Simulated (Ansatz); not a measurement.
A trial form of MgZr2N

These are results of Ansatz, DFT PBE, scalar-relativistic, plane waves, PAW, not measurements. Cutoff 420 eV, Gaussian smearing, Γ-centred meshes. Cell and atoms relax first on a coarse mesh and then on a finer one. In between, the cell is made exact in the group found at 0.06 Å. In metals the finer mesh still leaves noise of several meV/atom or more. The steps can't lower the symmetry of their start. No spin polarisation in the relaxation; trial moments died out in a coarse test.

Recipe of this trial structure of MgZr2N: random cell by space group and Wyckoff sites (P6mm, No. 183). The dimensions are guesses.

```
CELL_PARAMETERS angstrom
3.92084 0.00000 0.00000
-1.96042 3.39555 0.00000
0.00000 0.00000 4.82041
ATOMIC_POSITIONS crystal
Mg 0.00000 0.00000 0.06254
Zr 0.33333 0.66667 0.11819
Zr 0.66667 0.33333 0.11819
N 0.00000 0.00000 0.70031
```

Energies over the elements count from the elements' standard structures at the same level (N₂ as a molecule), with no fitted energy shifts.

Q: Describe the relaxed structure.

A: The symmetry goes from P6mm (No. 183) to P6/mmm (No. 191). The volume per atom grows by 10.1 %, from 16.0 to 17.7 Å³. The shortest distance goes from 1.75 Å (Mg–N) to 1.97 Å (Mg–N). The energy falls by about 3.8 eV/atom (the start's value is from the coarse mesh). The end is written in a standard setting, so origin, axes and order of atoms can differ from the start's. Conventional cell: a = 4.550 Å, c = 3.941 Å. Around Mg lie 2 N at 1.97 Å and 12 Zr at 3.28 Å; Zr is surrounded by 3 N at 2.63 Å, 3 Zr at 2.63 Å and 6 Mg at 3.28 Å; N has 2 Mg at 1.97 Å and 6 Zr at 2.63 Å.

```cif
data_structure
_symmetry_space_group_name_H-M 'P 1'
_symmetry_Int_Tables_number 1
_cell_length_a 4.5497
_cell_length_b 4.5497
_cell_length_c 3.9409
_cell_angle_alpha 90.000
_cell_angle_beta 90.000
_cell_angle_gamma 120.000
_cell_volume 70.65
loop_
_atom_site_label
_atom_site_type_symbol
_atom_site_fract_x
_atom_site_fract_y
_atom_site_fract_z
_atom_site_occupancy
Mg1 Mg 0.00000 0.00000 0.00000 1
Zr1 Zr 0.33333 0.66667 0.50000 1
Zr2 Zr 0.66667 0.33333 0.50000 1
N1 N 0.00000 0.00000 0.50000 1
```

Q: How does it come out in energy, and is it a metal?

A: The energy over the elements is +0.41 eV/atom. The gap on the 12×12×12 mesh of the 4-atom cell is 0 eV (a metal).

The separate elements lie lower, so it is unstable against them.

The last run used Gaussian smearing of 0.10 eV. A structure relaxed within its symmetry needn't be a true minimum. Another cell of MgZr2N relaxed alike, in P-3m1, lies 1.26 eV/atom lower, so this cell isn't the stable form at this level.
